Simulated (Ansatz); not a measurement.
Consider the following.

TaRu:
```yaml
crystal:
  lattice:
    - [0.00000, 2.58428, 2.58428]
    - [2.58428, 0.00000, 2.58428]
    - [2.58428, 2.58428, 0.00000]
  atoms:
    - { symbol: Ru, position: [0.00000, 0.00000, 0.00000] }
    - { symbol: Ta, position: [0.50000, 0.50000, 0.50000] }
```

This is the r²SCAN-relaxed structure.

**Question.** All from r²SCAN in the plane-wave PAW code Ansatz, unless another level is named. Give the formation energy from the elements (no fitted shifts).

**Answer.** 0.33 eV/atom.

**Question.** Give the density of states at the Fermi level.

**Answer.** 0.62 states/eV per atom (mean over ±0.08 eV).

**Question.** Predict the gap with spin–orbit coupling.

**Answer.** none (metallic).

Space group Fm-3m (rock salt). The start of the workflow was typed in or built on a structure type; neither database checked (COD, Materials Project) lists it. COD files the formula under space group No. 123, 221, so this cell is another polymorph or a model. Whether it is the stable phase at ambient conditions was not checked. The r²SCAN relaxation kept the symmetry of its start. At this level the phase is mechanically unstable. No spin polarisation was allowed. Its formation energy is positive at this level, so the cell may be metastable or incomplete. The references are the lowest solids computed at this level, not always the standard phases. Scalar-relativistic: spin–orbit coupling is off unless named, which matters more the heavier the elements.

Potentials: the later of the program's two PAW sets.
